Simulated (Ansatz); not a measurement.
Geometry optimisation in Ansatz: input, command and trajectory.

```yaml
crystal:
  lattice:
    - [5.6760297088, 0.0, 0.0]
    - [0.0, 5.6760297088, 0.0]
    - [0.0, 0.0, 5.6760297088]
  atoms:
    - { symbol: "N", position: [0.0560735828, 0.0560735828, 0.0560735828] }
    - { symbol: "N", position: [0.4439264172, 0.9439264172, 0.5560735828] }
    - { symbol: "N", position: [0.5560735828, 0.4439264172, 0.9439264172] }
    - { symbol: "N", position: [0.9439264172, 0.5560735828, 0.4439264172] }
    - { symbol: "N", position: [0.9440318838, 0.9440318838, 0.9440318838] }
    - { symbol: "N", position: [0.5559681162, 0.0559681162, 0.4440318838] }
    - { symbol: "N", position: [0.4440318838, 0.5559681162, 0.0559681162] }
    - { symbol: "N", position: [0.0559681162, 0.4440318838, 0.5559681162] }
basis:
  ecutwfc: 500
kpoints:
  mp_grid: { grid: [4, 4, 4] }
hamiltonian:
  xc: r2scan
scf:
  occupations: { method: gaussian, width: 0.02 }
output:
  forces: true
  stress: true
  eigenvalues: true
relax:
  adjacent_minimum: "off"
  f_tol: 0.02
  max_steps: 50
  cell: { stress_tol: 0.03 }
```

```bash
ansatz run input.yaml --threads 2 --pin off --max-ram 5120MiB --backend cpu --events-out ev --progress --plain --runs-dir out
```

Method: DFT r2SCAN, scalar-relativistic, plane waves, PAW in Ansatz.

Of 7 frames 7 are shown, positions in Å and forces in eV/Å; the SCF threshold varies from step to step. Steps run on the plane waves of an earlier cell, with a Pulay correction in the pressure. The basis is chosen afresh for the last frame, the zero of the energies, and at times for earlier ones too; energy and pressure step there, also at an unchanged geometry.

```xyz
8
Lattice="5.6760 0.0000 0.0000 0.0000 5.6760 0.0000 0.0000 0.0000 5.6760" Properties=species:S:1:pos:R:3:forces:R:3 pbc="T T T" step=1 free_energy_over_end_meV_per_atom=3.01 pressure_GPa=-1.52
N     0.3183    0.3183    0.3183   -0.7223   -0.7223   -0.7223
N     2.5197    5.3578    3.1563    0.7223    0.7223   -0.7223
N     3.1563    2.5197    5.3578   -0.7223    0.7223    0.7223
N     5.3578    3.1563    2.5197    0.7223   -0.7223    0.7223
N     5.3584    5.3584    5.3584    0.7222    0.7222    0.7222
N     3.1557    0.3177    2.5203   -0.7222   -0.7222    0.7222
N     2.5203    3.1557    0.3177    0.7222   -0.7222   -0.7222
N     0.3177    2.5203    3.1557   -0.7222    0.7222   -0.7222
8
Lattice="5.6946 0.0000 0.0000 0.0000 5.6946 0.0000 0.0000 0.0000 5.6946" Properties=species:S:1:pos:R:3:forces:R:3 pbc="T T T" step=2 free_energy_over_end_meV_per_atom=0.32 pressure_GPa=0.26
N     0.3150    0.3150    0.3150    0.0912    0.0912    0.0912
N     2.5322    5.3795    3.1623   -0.0912   -0.0912    0.0912
N     3.1623    2.5322    5.3795    0.0912   -0.0912   -0.0912
N     5.3795    3.1623    2.5322   -0.0912    0.0912   -0.0912
N     5.3792    5.3792    5.3792   -0.0912   -0.0912   -0.0912
N     3.1626    0.3153    2.5319    0.0912    0.0912   -0.0912
N     2.5319    3.1626    0.3153   -0.0912    0.0912    0.0912
N     0.3153    2.5319    3.1626    0.0912   -0.0912    0.0912
8
Lattice="5.7057 0.0000 0.0000 0.0000 5.7057 0.0000 0.0000 0.0000 5.7057" Properties=species:S:1:pos:R:3:forces:R:3 pbc="T T T" step=3 free_energy_over_end_meV_per_atom=0.28 pressure_GPa=0.07
N     0.3154    0.3154    0.3154    0.0085    0.0085    0.0085
N     2.5375    5.3903    3.1682   -0.0085   -0.0085    0.0085
N     3.1682    2.5375    5.3903    0.0085   -0.0085   -0.0085
N     5.3903    3.1682    2.5375   -0.0085    0.0085   -0.0085
N     5.3901    5.3901    5.3901   -0.0085   -0.0085   -0.0085
N     3.1684    0.3156    2.5373    0.0085    0.0085   -0.0085
N     2.5373    3.1684    0.3156   -0.0085    0.0085    0.0085
N     0.3156    2.5373    3.1684    0.0085   -0.0085    0.0085
8
Lattice="5.7296 0.0000 0.0000 0.0000 5.7296 0.0000 0.0000 0.0000 5.7296" Properties=species:S:1:pos:R:3:forces:R:3 pbc="T T T" step=4 free_energy_over_end_meV_per_atom=0.31 pressure_GPa=-0.03
N     0.3156    0.3156    0.3156   -0.0272   -0.0272   -0.0272
N     2.5492    5.4140    3.1804    0.0272    0.0272   -0.0272
N     3.1804    2.5492    5.4140   -0.0272    0.0272    0.0272
N     5.4140    3.1804    2.5492    0.0272   -0.0272    0.0272
N     5.4139    5.4139    5.4139    0.0272    0.0272    0.0272
N     3.1804    0.3156    2.5492   -0.0272   -0.0272    0.0272
N     2.5492    3.1804    0.3156    0.0272   -0.0272   -0.0272
N     0.3156    2.5492    3.1804   -0.0272    0.0272   -0.0272
8
Lattice="5.7588 0.0000 0.0000 0.0000 5.7588 0.0000 0.0000 0.0000 5.7588" Properties=species:S:1:pos:R:3:forces:R:3 pbc="T T T" step=5 free_energy_over_end_meV_per_atom=0.40 pressure_GPa=-0.03
N     0.3156    0.3156    0.3156   -0.0176   -0.0176   -0.0176
N     2.5638    5.4432    3.1951    0.0176    0.0176   -0.0176
N     3.1951    2.5638    5.4432   -0.0176    0.0176    0.0176
N     5.4432    3.1951    2.5638    0.0176   -0.0176    0.0176
N     5.4433    5.4433    5.4433    0.0176    0.0176    0.0176
N     3.1949    0.3155    2.5639   -0.0176   -0.0176    0.0176
N     2.5639    3.1949    0.3155    0.0176   -0.0176   -0.0176
N     0.3155    2.5639    3.1949   -0.0176    0.0176   -0.0176
8
Lattice="5.7651 0.0000 0.0000 0.0000 5.7651 0.0000 0.0000 0.0000 5.7651" Properties=species:S:1:pos:R:3:forces:R:3 pbc="T T T" step=6 free_energy_over_end_meV_per_atom=0.43 pressure_GPa=-0.01
N     0.3156    0.3156    0.3156   -0.0031   -0.0031   -0.0031
N     2.5670    5.4495    3.1981    0.0031    0.0031   -0.0031
N     3.1981    2.5670    5.4495   -0.0031    0.0031    0.0031
N     5.4495    3.1981    2.5670    0.0031   -0.0031    0.0031
N     5.4496    5.4496    5.4496    0.0031    0.0031    0.0031
N     3.1980    0.3155    2.5671   -0.0031   -0.0031    0.0031
N     2.5671    3.1980    0.3155    0.0031   -0.0031   -0.0031
N     0.3155    2.5671    3.1980   -0.0031    0.0031   -0.0031
8
Lattice="5.7651 0.0000 0.0000 0.0000 5.7651 0.0000 0.0000 0.0000 5.7651" Properties=species:S:1:pos:R:3:forces:R:3 pbc="T T T" step=7 free_energy_over_end_meV_per_atom=0.00 pressure_GPa=0.00
N     0.3156    0.3156    0.3156   -0.0062   -0.0062   -0.0062
N     2.5670    5.4495    3.1981    0.0062    0.0062   -0.0062
N     3.1981    2.5670    5.4495   -0.0062    0.0062    0.0062
N     5.4495    3.1981    2.5670    0.0062   -0.0062    0.0062
N     5.4496    5.4496    5.4496    0.0062    0.0062    0.0062
N     3.1980    0.3155    2.5671   -0.0062   -0.0062    0.0062
N     2.5671    3.1980    0.3155    0.0062   -0.0062   -0.0062
N     0.3155    2.5671    3.1980   -0.0062    0.0062   -0.0062
```

It took 21 s on 2 threads of Intel(R) Xeon(R) 6975P-C (Granite Rapids), on a shared host, peak memory 0.77 GiB.

The cell holds molecules, and r2SCAN describes their binding at middle range but leaves out its long-range dispersion part.